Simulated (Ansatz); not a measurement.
**Structures of Sn3Cl2: which is lowest?**

Plane-wave DFT in Ansatz with scalar-relativistic PAW potentials, cutoff 420 eV, Γ-centred meshes chosen by cell and gap, Gaussian smearing with energies taken to zero width. Every cell was relaxed (cell and atoms) in a run of its own, within the symmetry of its start. Functional: PBE.

Relaxed structures (starts from databases or built by putting these elements on another compound's sites):
A. R-3c, 10 atoms in the computed cell, a = 5.789 Å, c = 30.534 Å; sites (symmetry × multiplicity) Sn .2 × 18, Cl 3. × 12; start: built
B. R-3m, 5 atoms in the computed cell, a = 4.550 Å, c = 32.613 Å; sites (symmetry × multiplicity) Sn -3m × 3 + 3m × 6, Cl 3m × 6; start: built
C. P-3m1, 5 atoms in the computed cell, a = 4.547 Å, c = 11.699 Å; sites (symmetry × multiplicity) Sn -3m. × 1 + 3m. × 2, Cl 3m. × 2; start: built

Q: Rank them by energy. Could pressure change the order?

A:
| structure | group | E − E(lowest) (meV/atom) | V (Å³/atom) | gap on mesh (eV) |
| --- | --- | --- | --- | --- |
| B | R-3m | 0.0 | 38.99 | 0.00 |
| C | P-3m1 | 3.2 | 41.90 | 0.00 |
| A | R-3c | 44 | 29.54 | 0.00 |

B and C are level within the 5 meV/atom that separate runs leave open. A is denser by 9.45 Å³/atom, so pressure favours it: ΔE/ΔV, with ΔE in eV and 1 eV/Å³ = 160.2 GPa, gives about 0.8 GPa for equal enthalpy if both cells were rigid, a rough figure since the two compress differently. Without a dispersion term the weakly bound lowest cell is too large, so ΔV and this pressure are artefacts in part: a slight pressure closes the gap between layers first. Other structures may lie lower than all of these, and vibrations aren't counted.